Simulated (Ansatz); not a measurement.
## Trial structures of ZnCd2Se3: starts and ends

Method: DFT PBE, scalar-relativistic, plane waves, PAW in Ansatz 0.2.0. All cells share a 420 eV cutoff and Γ-centred k meshes spaced at most about 0.3 Å⁻¹ (about 0.25 or finer for metals, 2π included). No spin polarisation in the final relaxations.

Each guess was relaxed in cell and atoms at zero pressure, within the symmetry of its start. All energies are static (0 K, no zero-point motion). Coordination counts Se atoms around Cd and Zn (those within 1.25 times the shortest such distance or 1.15 times the sum of covalent radii, 1.27 where that leaves under three; a plus sign parts nearer from farther groups; the shortest distance is added where it exceeds 1.18 times the sum of covalent radii).

| guess | made from | start group | V start (Å³/atom) | end group | V end (Å³/atom) | coordination at the end | gap on mesh (eV) | E over the lowest end (meV/atom) |
| --- | --- | --- | --- | --- | --- | --- | --- | --- |
| 1 | Ti2CuSb3 type | P-4m2 | 24.9 | P-4m2 | 28.4 | Zn 4, Cd 5 | 0 | 159 |
| 2 | DyB2Rh3 type | P6/mmm | 23.5 | P6/mmm | 27.5 | Zn 12 from 4.0 Å, Cd 6 | 0 | 601 |
| 3 | random cell | Pmmm | 28.8 | ? | ? | ? | ? | ? |
| 4 | K3BrCl2 type | P-3m1 | 24.1 | P-3m1 | 22.1 | Zn 6, Cd 6 | 0 | 0 |
| 5 | random cell | P-3m1 | 28.4 | P6/mmm | 27.7 | Zn 6 from 3.5 Å, Cd 6 | 0 | 558 |

Guess 3 as it starts:

```
Zn Cd Se
1.0
     4.75310    0.00000    0.00000
     0.00000    5.93202    0.00000
     0.00000    0.00000    6.12137
Zn Cd Se
1 2 3
Cartesian
  2.3765 2.9660 0.0000
  0.0000 4.0912 0.0000
  0.0000 1.8408 0.0000
  0.0000 0.0000 3.0607
  2.3765 2.9660 2.0171
  2.3765 2.9660 4.1043
```

**Question.** Fill in the missing row: what does this guess relax into, and where does it rank?

**Answer.** It ends in space group Pmmm (No. 47), with a = 4.396 Å, b = 5.718 Å, c = 7.462 Å, 31.3 Å³/atom and no gap. It lies 0.94 eV/atom over the lowest end, above guess 2 and so the highest of the set. Counting Se atoms around Cd and Zn, this end has Zn 2, Cd 4+2 from 3.5 Å and the lowest (guess 4) has Zn 6, Cd 6.

```
Zn Cd Se
1.0
     4.39559    0.00000    0.00000
     0.00000    5.71827    0.00000
     0.00000    0.00000    7.46168
Zn Cd Se
1 2 3
Direct
  0.50000 0.50000 0.00000
  0.00000 0.77019 0.00000
  0.00000 0.22981 0.00000
  0.00000 0.00000 0.50000
  0.50000 0.50000 0.30006
  0.50000 0.50000 0.69994
```

Energies over the elements count from the elements' standard structures at the same level, with no fitted energy shifts.

**Question.** Is the lowest end bound against the elements?

**Answer.** Yes: its formation energy is −0.45 eV/atom. It lies below the elements, which doesn't yet make it stable against other compounds or structures.

Weakly bound directions are ill-defined at this level, which has no dispersion term (P-4m2), and this can change margins and order among such cells. The zero gap of P-4m2 may come from the functional, which often closes small gaps. A magnetic state wasn't ruled out in cells without spin, among them P6/mmm at 27.7 Å³/atom, P6/mmm at 27.5 Å³/atom, Pmmm. The reference form of Se is held partly by dispersion forces, which this level lacks. Cells relaxed within their symmetry can be saddle points. A lower structure may well exist outside this small set. Some types were kept out of the candidates beforehand, so the set may lack a known form.
